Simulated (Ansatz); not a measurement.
Phonons of ZrGeS (space group P4/nmm) at Γ, X = (0.5, 0.0, 0.0), M = (0.5, 0.5, 0.0), Z = (0.0, 0.0, 0.5).

ZrGeS (space group P4/nmm)

```yaml
crystal:
  lattice:
    - [3.57543, 0.00000, 0.00000]
    - [0.00000, 3.57543, 0.00000]
    - [0.00000, 0.00000, 7.93433]
  atoms:
    - { symbol: Zr, position: [0.00000, 0.50000, 0.72348] }
    - { symbol: Zr, position: [0.50000, 0.00000, 0.27652] }
    - { symbol: Ge, position: [0.50000, 0.50000, 0.00000] }
    - { symbol: Ge, position: [0.00000, 0.00000, 0.00000] }
    - { symbol: S, position: [0.00000, 0.50000, 0.37984] }
    - { symbol: S, position: [0.50000, 0.00000, 0.62016] }
```

Calculation: LDA (plane waves to 420 eV, PAW, scalar-relativistic; Ansatz, a program for electronic structure). DFPT wavenumbers on a 14×14×6 k mesh, in cm⁻¹ and rounded to 5; i marks imaginary ones, q is in fractions of the reciprocal vectors of the cell shown, and the three acoustic modes at Γ are left out. ZrGeS is run without spin polarisation. ZrGeS was relaxed with its symmetry unable to fall.

```json
[
 {"q": "Γ", "wavenumbers (cm⁻¹)": "125 (×2), 130 (×2), 170, 210, 235, 235 (×2), 260 (×2), 295, 300, 310 (×2)"},
 {"q": "X = (0.5, 0.0, 0.0)", "wavenumbers (cm⁻¹)": "140 (×2), 155 (×2), 185 (×2), 215 (×2), 215 (×2), 240 (×2), 260 (×2), 265 (×2), 320 (×2)"},
 {"q": "M = (0.5, 0.5, 0.0)", "wavenumbers (cm⁻¹)": "115 (×2), 145 (×2), 175 (×2), 185 (×2), 185 (×2), 270 (×2), 280 (×2), 290 (×2), 325 (×2)"},
 {"q": "Z = (0.0, 0.0, 0.5)", "wavenumbers (cm⁻¹)": "60 (×2), 95 (×2), 110, 150, 150 (×2), 170, 230 (×2), 260, 265 (×2), 285, 305, 310 (×2)"}
]
```

The structure shows no imaginary mode at these points (lowest 60 cm⁻¹ at Z = (0.0, 0.0, 0.5)); other wave vectors were not tested.

Highest mode: 325 cm⁻¹ at M = (0.5, 0.5, 0.0).
